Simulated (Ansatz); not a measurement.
An Ansatz (an electronic-structure program) run. Input:

Ansatz 0.2 input:
```yaml
crystal:
  lattice:
    - [0.0, 2.3835706328, 2.3835706328]
    - [2.3835706328, 0.0, 2.3835706328]
    - [2.3835706328, 2.3835706328, 0.0]
  atoms:
    - { symbol: Ca, position: [0.0, 0.0, 0.0] }
    - { symbol: O, position: [0.5, 0.5, 0.5] }
kpoints:
  mp_grid: { grid: [7, 7, 7] }
hamiltonian:
  xc: hse06
  pseudopotentials: { kind: paw }
scf:
  n_extra_bands: 6
  occupations: { method: fixed }
output:
  eigenvalues: true
  eigenstates:
    e_range: [-9.0, 13.3]
    kpoints:
      - [0.0, 0.0, 0.0]  # VBM
      - [0.0, 0.5, 0.5]  # CBM
      - [0.0, 0.0, 0.0]  # GAMMA
      - [0.5, 0.0, 0.5]  # X
      - [0.5, 0.5, 0.5]  # L
      - [0.5, 0.25, 0.75]  # W
      - [0.375, 0.375, 0.75]  # K
      - [0.625, 0.25, 0.625]  # U
```

Output (shortened):

```
Pseudopotential: Ca, paw, valence charge 10
Pseudopotential: O, paw, valence charge 6
Functional definition: HSE06
davidson cushion auto → on  (no smearing: the cushion is to keep the highest requested band from converging to the state above it …
Crystal: 2 atoms, lattice volume = 27.084 Å³
Basis set: ecut = 420 eV, 531 PW (Γ)
Bands: 14, of which v1, the nominal top of the filled ones, is band 8 counted from 1 (7 counted from 0)
Symmetry: 48 space group operations
Space group: Fm-3m (ITA 225), of the structure as read, at distance tolerance 3.0e-5 Å
k-points: 20 of 343
SCF iter   1: F=—  HF=-2387.708372 eV  |F-HF|=—  |Δ(HF+E_count)|=         —  Δρ=6.63e-4  dr2=7.09e-5  ethr=1.77e-3  ⟨swp⟩=2.0  Hψ=2097  notcnv=0
preconditioner: auto → none
SCF iter   2: F=-2387.708565 eV  HF=-2387.708525 eV  |F-HF|=4.01e-5  |Δ(HF+E_count)|=   1.52e-4  Δρ=4.15e-4  dr2=2.07e-5  ethr=4.43e-7  ⟨swp⟩=3.7  Hψ=886  notcnv=0
SCF 1 stopped early in 2 iterations: F = -2387.708565 eV  dr2 = 2.07e-5
Crystal: 2 atoms, lattice volume = 27.084 Å³
Exchange kernel: α = 0.2500, screened, ω = 0.2079 Å⁻¹, Wigner–Seitz truncation, v(0) = 1046.5513 eV·Å³, q-mesh 7×7×7, nearest image of the exchange supercell L …
Frozen-core exchange: fock
SCF iter   1: F=—  HF=-2388.312415 eV  |F-HF|=—  |Δ(HF+E_count)|=         —  Δρ=1.02e-2  dr2=4.56e-2  ethr=1.29e-6  ⟨swp⟩=7.0  Hψ=1498  notcnv=0
preconditioner: auto → none
SCF iter   2: F=—  HF=-2388.302078 eV  |F-HF|=—  |Δ(HF+E_count)|=   1.03e-2  Δρ=9.83e-3  dr2=1.83e-2  ethr=1.29e-6  ⟨swp⟩=5.0  Hψ=1205  notcnv=0
SCF iter   3: F=—  HF=-2388.298144 eV  |F-HF|=—  |Δ(HF+E_count)|=   3.93e-3  Δρ=2.37e-3  dr2=1.71e-3  ethr=1.29e-6  ⟨swp⟩=4.0  Hψ=1063  notcnv=0
SCF iter   4: F=—  HF=-2388.303443 eV  |F-HF|=—  |Δ(HF+E_count)|=   5.30e-3  Δρ=9.94e-4  dr2=3.62e-4  ethr=1.29e-6  ⟨swp⟩=3.9  Hψ=952  notcnv=0
iter 5 solved again at ethr=3.26e-8 eV; its pass at ethr=1.29e-6 eV (dr2=5.21e-6 eV) is discarded
SCF iter   5: F=—  HF=-2388.303338 eV  |F-HF|=—  |Δ(HF+E_count)|=   1.05e-4  Δρ=1.73e-4  dr2=8.20e-6  ethr=3.26e-8  ⟨swp⟩=2.4  Hψ=1351  notcnv=0
SCF iter   6: F=-2388.303337 eV  HF=-2388.303337 eV  |F-HF|=6.48e-8  |Δ(HF+E_count)|=   3.53e-7  Δρ=2.96e-5  dr2=2.98e-6  ethr=3.26e-8  ⟨swp⟩=2.0  Hψ=640  notcnv=0
SCF 2 stopped early in 6 iterations: F = -2388.303337 eV  dr2 = 2.98e-6
hybrid outer 1: dexx = +6.090e-3 eV, tail = 1.55e-5 eV
Crystal: 2 atoms, lattice volume = 27.084 Å³
Exchange kernel: α = 0.2500, screened, ω = 0.2079 Å⁻¹, Wigner–Seitz truncation, v(0) = 1046.5513 eV·Å³, q-mesh 7×7×7, nearest image of the exchange supercell L …
Frozen-core exchange: fock
SCF iter   1: F=—  HF=-2388.303389 eV  |F-HF|=—  |Δ(HF+E_count)|=         —  Δρ=1.34e-4  dr2=2.38e-6  ethr=4.85e-7  ⟨swp⟩=3.0  Hψ=703  notcnv=0
preconditioner: auto → none
iter 2 solved again at ethr=5.46e-11 eV; its pass at ethr=1.45e-8 eV (dr2=8.74e-9 eV) is discarded
SCF iter   2: F=-2388.303389 eV  HF=-2388.303389 eV  |F-HF|=9.98e-9  |Δ(HF+E_count)|=   6.32e-7  Δρ=1.29e-5  dr2=3.10e-8  ethr=5.46e-11  ⟨swp⟩=4.0  Hψ=1571  notcnv=0
SCF 3 converged in 2 iterations: F = -2388.303389 eV  dr2 = 3.10e-8
hybrid outer 2: dexx = +3.070e-7 eV, tail = 6.79e-8 eV, Δε = 1.25e-3 eV (about 1.03e-4 eV left of the loop's levels)
the search or the solves at the SCF's close seem to have found levels that the self-consistency loop had missed (the run counts 1) …
NSCF: frozen V_eff on 8 k-points
hybrid SCF converged: 2 outer / 8 inner (+2 warm-up), last move |dexx| = 3.07e-7 eV, tail = 6.79e-8 eV
Stability not checked (fock_operator)
Free energy (F): -2388.303389 eV
Frozen-core exchange: fock
Harris-Foulkes:  -2388.303389 eV  (|F-HF|=9.98e-9)
Internal energy: -2388.303389 eV  (E = F + TS)
E sigma→0 (E₀):  -2388.303389 eV
Fermi energy:    6.896681 eV
--- Per-component energies (eV) ---
  E_band       = -128.053149
  E_kinetic    = 458.027516
  E_local      = -877.728443  (includes V_loc(G=0)·N_el)
  E_nonlocal   = 110.059931
  E_hartree    = 291.568832
  E_xc         = -170.818228
  E_vxc        = -213.204606  (∫ρ·V_xc dr)
  E_exx        = -48.393415  (= α·E_x^exact, valence–valence)
  E_paw        = -1011.608448  (= ΣΔE_a)
  E_vpaw       = -91.560223  (= ΣTr[D̂ρ^β])
  E_aug_tail   = 0.002387  (compensation charges beyond the density's cutoff)
  E_ewald      = -1139.234636
  E_core_change = -0.178885  (= ΣΔE_core)
  E_smearing   =  0.000000  (= −TS)
  E_closure    =  0.000000  (closes the sum)
  Σ components = -2388.303389   (vs F -2388.303389, Δ=0.00e0)
  [band-id]    e_kinetic+e_local+e_nonlocal+2·e_hartree+e_vxc+2·e_exx+e_vpaw+e_augmentation_tail = -128.052602   (vs E_band -128.053149, Δ=5.47e-4)
--- Band table (eV; the first three rows and the last of 20) ---
  k-point 0: bands = ["-33.1932", "-12.4623", "-12.4623", "-12.4623", "-10.1730", "6.8967", "6.8967", "6.8967", "13.3630", "15.1572", "15.1572", "15.1572", "16.8211", "16.8211"]
  k-point 1: bands = ["-33.1712", "-12.8319", "-12.4723", "-12.4723", "-9.7864", "6.2022", "6.6133", "6.6133", "14.2592", "15.0764", "15.5429", "15.5429", "17.3507", "17.3507"]
  k-point 2: bands = ["-33.1214", "-13.4375", "-12.4945", "-12.4945", "-9.1387", "4.9692", "6.0495", "6.0495", "15.2118", "16.0597", "16.5231", "16.5231", "18.5746", "18.5746"]
  k-point 19: bands = ["-33.0419", "-13.1910", "-12.9665", "-12.7443", "-9.3344", "5.3344", "5.6810", "5.8636", "14.6994", "15.8729", "17.7511", "18.7521", "19.4236", "23.0305"]
```

Cost: about 70 core-seconds (a rough figure) on shared cores.

The points marked VBM and CBM come from a semilocal run.

Symmetry was held in the PBEsol relaxation.

Potentials: the later of the program's two PAW sets.

Ansatz is a plane-wave DFT program.
